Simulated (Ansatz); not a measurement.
**Relaxing TaSi in the wurtzite type**

First guess:

```
CELL_PARAMETERS angstrom
4.20220 0.00000 0.00000
-2.10110 3.63921 0.00000
0.00000 0.00000 6.84959
ATOMIC_POSITIONS crystal
Ta 0.33333 0.66667 0.00000
Ta 0.66667 0.33333 0.50000
Si 0.33333 0.66667 0.37600
Si 0.66667 0.33333 0.87600
```

All numbers below come from DFT, PBE, PAW with Ansatz's default frozen-core files, scalar-relativistic in Ansatz 0.2.0.

Cell and atoms relax within the symmetry of the start on a 10×10×6 k mesh with 0.03 eV Fermi–Dirac smearing.

The start is built from a prototype, known or not as a phase of this compound; the cutoff is 420 eV.

Spin–orbit coupling is left out, though it moves levels of the heavy atoms by tenths of an eV or more.

What is the pressure of the first guess?

-6.93 GPa.

What does it relax to?

a = 4.402 Å, b = 4.402 Å, c = 4.991 Å, α = 90.00°, β = 90.00°, γ = 120.00° (conventional cell), 20.94 Å³ per atom:
Space group P6_3/mmc (No. 194). a = 4.402 Å, b = 4.402 Å, c = 4.991 Å, α = 90.00°, β = 90.00°, γ = 120.00°
| atom | site | symmetry | x | y | z |
| --- | --- | --- | --- | --- | --- |
| Ta | 2d | -6m2 | 0.3333 | 0.6667 | 0.7500 |
| Si | 2c | -6m2 | 0.3333 | 0.6667 | 0.2500 |
It has left the symmetry of the starting type.

How much energy does the relaxation release?

822 meV/atom.
